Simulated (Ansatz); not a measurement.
Recipe of this trial structure of SrAlPtC₆N₆: cyanide-bridged rock-salt net of two metals, 1 guest cations a cell (F-43m, No. 216). Its size is a rough estimate.

```
CELL_PARAMETERS angstrom
0.00000 5.05250 5.05250
5.05250 0.00000 5.05250
5.05250 5.05250 0.00000
ATOMIC_POSITIONS crystal
Sr 0.75000 0.75000 0.75000
Al 0.00000 0.00000 0.00000
Pt 0.50000 0.50000 0.50000
C 0.81445 0.18555 0.18555
C 0.18555 0.18555 0.81445
C 0.81445 0.18555 0.81445
C 0.18555 0.81445 0.81445
C 0.81445 0.81445 0.18555
C 0.18555 0.81445 0.18555
N 0.69866 0.30134 0.30134
N 0.30134 0.30134 0.69866
N 0.69866 0.30134 0.69866
N 0.30134 0.69866 0.69866
N 0.69866 0.69866 0.30134
N 0.30134 0.69866 0.30134
```

Method: DFT PBE, scalar-relativistic, plane waves, PAW (Ansatz 0.2.0). Cutoff 420 eV, Gaussian smearing, Γ-centred meshes. Cell and atoms relax first on a coarse mesh and then on a finer one. In between, the cell is made exact in the group found at 0.06 Å. In metals the finer mesh still leaves noise of several meV/atom or more. The steps can't lower the symmetry of their start. Collinear spin is switched on along the way, since trial moments persisted in a coarse test.

A guess keeps its type if space group and coordination stay and the shape of the cell changes little (axis ratios within about 15 %, angles within 6°); the volume may change.

Question: Will the relaxed cell still be of the starting type?

Answer: It keeps its type. The symmetry stays F-43m (No. 216). The volume per atom grows by 28.5 %, from 17.2 to 22.1 Å³. The shortest distance stays 1.17 Å (C–N). Counting neighbours within 15 % of an atom's shortest distance, the start has Al 6, C 1, N 1, Pt 6, Sr 24 and the end Al 6, C 1, N 1, Pt 6, Sr 24.

The last run used collinear spin, a 6×6×6 mesh for its 15-atom cell and Gaussian smearing of 0.10 eV. Spin–orbit coupling, which can matter for Pt, is left out. Another magnetic order may lie lower. Symmetry constrained the relaxation, so the result can be a saddle point. Another cell of SrAlPtC6N6 relaxed alike, in F-43m, lies 165 meV/atom lower, so this cell isn't the stable form at this level.
